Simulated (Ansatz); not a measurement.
## La3In, first-principles data

La3In:
```yaml
crystal:
  lattice:
    - [4.90276, 0.00000, 0.00000]
    - [0.00000, 4.90276, 0.00000]
    - [0.00000, 0.00000, 4.90276]
  atoms:
    - { symbol: La, position: [0.50000, 0.50000, 0.00000] }
    - { symbol: La, position: [0.00000, 0.50000, 0.50000] }
    - { symbol: La, position: [0.50000, 0.00000, 0.50000] }
    - { symbol: In, position: [0.00000, 0.00000, 0.00000] }
```

Space group Pm-3m (No. 221), Cu3Au type; conventional cell a = 4.9028 Å, b = 4.9028 Å, c = 4.9028 Å, α = 90.00°, β = 90.00°, γ = 90.00°.

Method: plane-wave PAW LDA (Ansatz code). Geometry: relaxed at this level of theory. Other levels are named where they apply.

Cell and energy:

| Quantity | Result |
|---|---|
| Volume per atom | 29.46 Å³ |
| Density | 7.49 g/cm³ |
| Formation energy from the elements (no fitted shifts) | -0.34 eV/atom |

Electronic structure:

| Item | Value |
|---|---|
| Electronic character | metallic (no gap) |
| Density of states at the Fermi level | 1.6 states/eV per atom (mean over ±0.08 eV) |

Mechanics:

| Quantity | Value |
|---|---|
| Bulk modulus (Birch–Murnaghan fit) | 48.5 GPa |
| Pressure derivative B′ | 4.2 |
| Elastic constants (relaxed ions, GPa) | C11 = 71.1, C12 = 37.0, C44 = 30.4 |
| Mechanical stability | stable (all eigenvalues of C positive) |
| Hill bulk and shear moduli | 48.4 and 24.1 GPa |
| Young's modulus | 62.0 GPa |
| Poisson's ratio | 0.29 |
| Debye temperature from the elastic constants | 193 K |

Phonons:

| Item | Value |
|---|---|
| Highest zone-centre frequency | 108 cm^-1 |
| Zone-centre stability | no imaginary mode at Γ |

The workflow started from a Materials Project entry (that database holds measured and hypothetical structures alike); the Crystallography Open Database files this formula in space group No. 221, but the cells were not matched. Whether it is the stable phase at ambient conditions was not checked. The LDA relaxation kept the symmetry of its start. As this level gives no gap, shear constants depend on the k-mesh and smearing (Fermi–Dirac, 0.1 eV here). As this level gives no gap, phonon frequencies hold no LO–TO term and depend on the k-mesh and smearing (Fermi–Dirac, 0.1 eV here). The references are the lowest solids computed at this level, not always the standard phases. Scalar-relativistic: spin–orbit coupling is off unless named, which matters more the heavier the elements.

Potentials: the later of the program's two PAW sets.
